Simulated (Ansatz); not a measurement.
YCo₂Ge₂ in space group I4/mmm (No. 139; Y on 2a, Co on 4d, Ge on 4e), PBE in the plane-wave PAW code Ansatz, all energies at zero smearing, with the estimated change up to a 700 eV cutoff added, with one set of potentials and settings (totals compare only within such a set). Cell of 5 atoms (1 Y, 2 Co, 2 Ge): -22694.050 eV.

| element | reference phase | E (eV/atom) |
|---|---|---|
| Y | P6_3/mmc, 2 atoms in the cell | -3848.6897 |
| Co | P6_3/mmc, 2 atoms in the cell, spin-polarised | -5126.1613 |
| Ge | Fd-3m, 2 atoms in the cell | -4294.9907 |

Formation energy per atom, worked out: (-22694.050 − 1×(-3848.6897) − 2×(-5126.1613) − 2×(-4294.9907))/5 = -0.611 eV/atom (-59 kJ per mol of atoms), at 0 K, without zero-point energy or fitted corrections.

The first step of the workflow began from a Materials Project structure, measured or hypothetical; the Crystallography Open Database copy checked does not list it. Its standing as an ambient phase is unchecked. The cell was relaxed with PBE under the symmetry of its start; whether a distortion lowers the energy is not shown. No spin polarisation was allowed. The references are the lowest solids computed at this level, not always the standard phases.

Potentials: the earlier of the program's two PAW sets.
